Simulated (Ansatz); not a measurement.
Mg interstitial in Si

Level of theory: DFT LDA, scalar-relativistic, plane waves, PAW (Ansatz). (420 eV cutoff, 3×3×3 k-mesh, Gaussian smearing of 0.02 eV, collinear spin in charge +1 alone)

Host crystal, relaxed:

```cif
data_structure
_symmetry_space_group_name_H-M 'P 1'
_symmetry_Int_Tables_number 1
_cell_length_a 3.8198
_cell_length_b 3.8198
_cell_length_c 3.8198
_cell_angle_alpha 60.000
_cell_angle_beta 60.000
_cell_angle_gamma 60.000
_cell_volume 39.41
loop_
_atom_site_label
_atom_site_type_symbol
_atom_site_fract_x
_atom_site_fract_y
_atom_site_fract_z
_atom_site_occupancy
Si1 Si 0.75000 0.75000 0.75000 1
Si2 Si 0.50000 0.50000 0.50000 1
```

Supercell of 32 atoms, rows in host cell vectors: 1 1 1; 1 1 -3; -3 1 1. Atoms relax at the host's cell from a start displaced at random by 0.06 Å near the defect, so other minima may exist. The cell is small, so energies carry finite-size errors of tenths of an eV. The host's Kohn–Sham gap is 0.44 eV. Charged cells are corrected for image charges with the computed static dielectric tensor (mean 13.3) and aligned with the host's potential at far atoms (alignment terms reach 0.48 eV; the program doubts the alignment in some charges, where it is up to 0.48 eV). No band-filling term is added, and the Fermi level counts from the host's valence band top.

Starting moments were lost in some runs.

Defect: Mg interstitial at (0.000, 0.000, 0.000) of the host cell.

Does the neutral defect carry a moment, and how do its surroundings relax?

The neutral run had no spin polarisation, so a moment wasn't tested. The nearest neighbours before are 4 Si at 2.34 Å, 6 Si at 2.70 Å; after relaxation the atoms near the site are 4 Si at 2.49 Å, 6 Si at 2.73 Å; the largest move is 0.15 Å.

Charges +2, +1, 0 were computed. Which is stable where in the gap?

Among the charges computed the stable one is +2 at the valence band top, changing to +1 at 0.02 eV. In charge 0 the extra carrier would gain by moving to a band edge of the host, so it isn't bound in the gap, though by less than the errors named above. In charge +1, 0 the cell has partly filled bands: a level of the defect may be part filled, the carrier may sit in the host's bands, or levels may cross between the k points, so transitions that involve it are doubtful. Other sites of the defect weren't tried. Levels between neighbouring charges: (+2/+1) 0.02 eV, (+1/0) 0.49 eV.

Cost: 4 runs of about 36 core-minutes in all, on Intel Xeon Processor @ 2.70GHz (shared hosts).